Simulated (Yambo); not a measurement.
Yambo run on BaHCl (space group P4/nmm, No. 129). The wavefunctions are PBEsol (pw.x of Quantum ESPRESSO, ONCV potentials, no spin-orbit coupling) ones on a 2×2×2 mesh (18 occupied bands); a = b = 4.421 Å, c = 7.269 Å, α = β = γ = 90.00°.

Yambo input:

```
rim_cut
gw0
dyson
el_el_corr
HF_and_locXC
mpa
em1d
RandQpts= 1000000
RandGvec= 1 Ry
EXXRLvcs= 72 Ry
VXCRLvcs= 288 Ry
Chimod= "HARTREE"
% BndsRnXm
 1 | 198 |
%
NGsBlkXm= 7 Ry
% LongDrXm
 1.0 | 1.0 | 1.0 |
%
EnSampXm= "2l"
EnGridXm= "lP"
% EnRngeXm
 0.0 | 40.0 | eV
%
% ImRngeXm
 2.72114 | 27.21138 | eV
%
% DmRngeXm
 0.02721 | 2.72114 | eV
%
ETStpsXm= 8
IntSolXm= "PT"
% GbndRnge
 1 | 198 |
%
GTermKind= "none"
DysSolver= "n"
ExtendOut
% QPkrange
 2 | 2 | 18 | 19 |
%
```

k points by index: 2 = Z.

Table of the .qp output:

```
#    K-point    Band    Eo [eV]    E [eV]    E-Eo [eV]    Vxc [eV]    Vnlxc [eV]    Sc|Eo [eV]    Sc|E [eV]    dSc/dw|Eo [eV]    Re(Z)    Im(Z)
#
    2    18    0.000000    -1.142660    -1.142660    -12.40382    -15.90106    2.029342    2.354581    -7.743801    0.778454    -0.002935
    2    19    3.276103    4.056045    0.779942    -8.523142    -4.281314    -3.299934    -3.461886    -5.648601    0.828097    -0.001839
```
(The two width columns are left out.) Convergence of these settings isn't established.

Geometry of the Materials Project entry, not relaxed at this level.
